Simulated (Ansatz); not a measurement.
YSiNO₂ in space group P4/mmm (No. 123; Y on 1b, Si on 1c, N on 1d, O on 2f), plane-wave PAW r²SCAN (Ansatz code). The conduction-band minimum lies at Γ, with 1 equivalent valley. Second derivatives d²E/dk² of the lowest band at one valley (eV·Å²), along Cartesian directions:

```csv
direction,d²E/dk²
[100],21.12
[010],21.12
[001],17.89
[110],21.15
[101],19.50
[011],19.50
```

Problem. Find the principal effective masses, the density-of-states mass and the conductivity mass.

Solution. Off-diagonal terms follow from H_xy = H[110] − (H_xx + H_yy)/2, and m*/mₑ = 7.620 eV·Å² over each eigenvalue: 0.36, 0.36, 0.43. One valley's DOS mass (m₁m₂m₃)^(1/3) = 0.38, conductivity mass 3/(Σ 1/mᵢ) = 0.38 mₑ.

Problem. What effective density of states Nc follows at 300 K for parabolic valleys?

Solution. Nc = 2.509e19 × 1 × (0.38)^(3/2) ≈ 5.9e18 cm⁻³.

The start of the workflow was typed in or built on a structure type; neither database checked (COD, Materials Project) lists it. COD files the formula under space group No. 15, 63. Whether it is the stable phase at ambient conditions was not checked. Symmetry was held in the r²SCAN relaxation; whether a distortion lowers the energy is not shown. The run is not spin-polarised. Point labels and valley counts follow the cell and symmetry of the run, lower than the named group. Spin–orbit coupling is left out wherever it is not named.

Potentials: the later of the program's two PAW sets.

Edges and masses are those of Kohn–Sham bands, whose gap is no quasiparticle gap.
